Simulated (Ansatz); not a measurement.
MnRh:
```yaml
crystal:
  lattice:
    - [3.02348, 0.00000, 0.00000]
    - [0.00000, 3.02348, 0.00000]
    - [0.00000, 0.00000, 3.02348]
  atoms:
    - { symbol: Rh, position: [0.50000, 0.50000, 0.50000] }
    - { symbol: Mn, position: [0.00000, 0.00000, 0.00000] }
```
The run is spin-polarised; directions of the spins, atom by atom: ↑ ↑.

Relaxed with r²SCAN.

**Question.** Map the spin density (μB/Å³) on the plane through (0.500, 0.500, 0.500) spanned by u = [1, 0, 0] and v = [0, 1, 1] in lattice vectors, from r²SCAN (plane waves, PAW; program Ansatz).

**Answer.** x is the fraction of u, y of v (the angle between them is 90°; rows are the nearest grid lines); atoms in the plane: Rh at (0.00, 0.00), Mn at (0.50, 0.50).
```
|00100000000000100|
|00000000000000000|
|00000000000000000|
|00000000000000000|
|00000000000000000|
|00000000000000000|
|00000000000000000|
|00000000000000000|
|00000011211000000|
|00000124642100000|
|00000148984100000|
|00000148984100000|
|00000124642100000|
|00000011211000000|
|00000000000000000|
|00000000000000000|
|00000000000000000|
|00000000000000000|
|00000000000000000|
|00000000000000000|
|00000000000000000|
|00100000000000100|
```
Scale: ten equal steps from -0.074 (start of '0') to 7.41 (end of '9'), in the order '0123456789'; x runs from 0.000 to 1.00, y from 0.000 (bottom) to 1.00 (top).

The density is the valence pseudo-density with augmentation charge, so density and ELF within about 1 Å of a nucleus are not all-electron values.

Space group Pm-3m (CsCl type). The workflow started from an entry of the Crystallography Open Database (COD), which files this formula under 2 space groups. Its standing as an ambient phase is unchecked. The r²SCAN relaxation kept the symmetry of its start; its stability against distortions is not shown here. Magnetic state: ferromagnetic, chosen from 4 collinear starts compared on coarse meshes (ties went to the first, and starts can fall back to one state), not a proven ground state. Other orbital occupations within this spin state were not tried. For itinerant 3d metals, meta-GGAs of the SCAN family and hybrids are commonly reported to give too large moments.

Potentials: the later of the program's two PAW sets.
